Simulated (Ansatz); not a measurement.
YAl3:
```
YAl3
1.0
    4.18310     0.00000     0.00000
    0.00000     4.18310     0.00000
    0.00000     0.00000     4.18310
Y Al
1 3
Direct
  0.00000   0.00000   0.00000
  0.00000   0.50000   0.50000
  0.50000   0.00000   0.50000
  0.50000   0.50000   0.00000
```

Relaxed with LDA.

Which orbitals make up the states near the Fermi level in LDA (plane waves, PAW; program Ansatz)?

Within 0.5 eV of the Fermi level: Al 3p 46 %, Y 4d 38 %, Al 3s 11 %. Projections are on Löwdin-orthogonalised atomic valence shells; empty p or d shells of many metals are not among them.

Tabulate the density of states.

States/eV per cell of 4 atoms, in 0.25 eV bins, energy from the Fermi level.

```
E (eV)  total  Al 3p  Y 4d  Al 3s
------  -----  -----  ----  -----
-7.85    0.72   0.29  0.03   0.30
-7.60    0.94   0.40  0.05   0.39
-7.35    0.97   0.43  0.07   0.39
-7.10    0.89   0.41  0.10   0.33
-6.85    0.86   0.40  0.13   0.29
-6.60    0.83   0.39  0.14   0.26
-6.35    0.70   0.32  0.10   0.22
-6.10    0.73   0.34  0.09   0.23
-5.85    0.81   0.38  0.10   0.26
-5.60    0.97   0.44  0.12   0.32
-5.35    1.34   0.59  0.17   0.46
-5.10    1.73   0.64  0.30   0.69
-4.85    1.90   0.59  0.41   0.83
-4.60    1.57   0.55  0.33   0.63
-4.35    1.29   0.47  0.29   0.48
-4.10    1.13   0.42  0.27   0.40
-3.85    1.06   0.43  0.27   0.33
-3.60    1.03   0.44  0.27   0.28
-3.35    1.25   0.62  0.31   0.27
-3.10    1.65   0.89  0.39   0.29
-2.85    1.52   0.84  0.38   0.24
-2.60    1.41   0.84  0.33   0.17
-2.35    1.84   1.18  0.41   0.17
-2.10    2.56   1.72  0.62   0.14
-1.85    3.59   2.22  1.13   0.13
-1.60    3.38   1.98  1.21   0.10
-1.35    2.33   1.38  0.82   0.08
-1.10    1.58   0.87  0.61   0.07
-0.85    1.29   0.66  0.53   0.07
-0.60    1.33   0.65  0.57   0.07
-0.35    1.30   0.63  0.56   0.08
-0.10    1.23   0.58  0.51   0.09
0.15     1.21   0.56  0.44   0.14
0.40     1.13   0.49  0.34   0.23
0.65     1.50   0.64  0.44   0.31
0.90     2.22   0.96  0.66   0.43
1.15     2.56   1.17  0.80   0.39
1.40     1.58   0.73  0.51   0.20
1.65     2.02   0.91  0.60   0.32
1.90     1.74   0.65  0.59   0.30
2.15     1.62   0.53  0.60   0.26
2.40     2.85   0.94  1.11   0.41
2.65     2.66   0.73  1.12   0.32
2.90     3.35   0.79  1.46   0.41
3.15     2.98   0.84  1.36   0.41
3.40     3.23   0.97  1.38   0.41
3.65     3.64   1.02  1.56   0.47
3.90     2.98   0.88  1.30   0.40
4.15     2.43   0.87  0.80   0.38
4.40     2.32   0.82  0.72   0.42
4.65     2.58   0.87  0.79   0.50
```

Space group Pm-3m (Cu3Au type). The workflow started from a Materials Project entry (that database holds measured and hypothetical structures alike); the Crystallography Open Database copy checked does not list it. Whether it is the stable phase at ambient conditions was not checked. Symmetry was held in the LDA relaxation; its stability against distortions is not shown here. No spin polarisation was allowed. Scalar-relativistic: spin–orbit coupling is off unless named, which matters more the heavier the elements.

Potentials: the later of the program's two PAW sets.
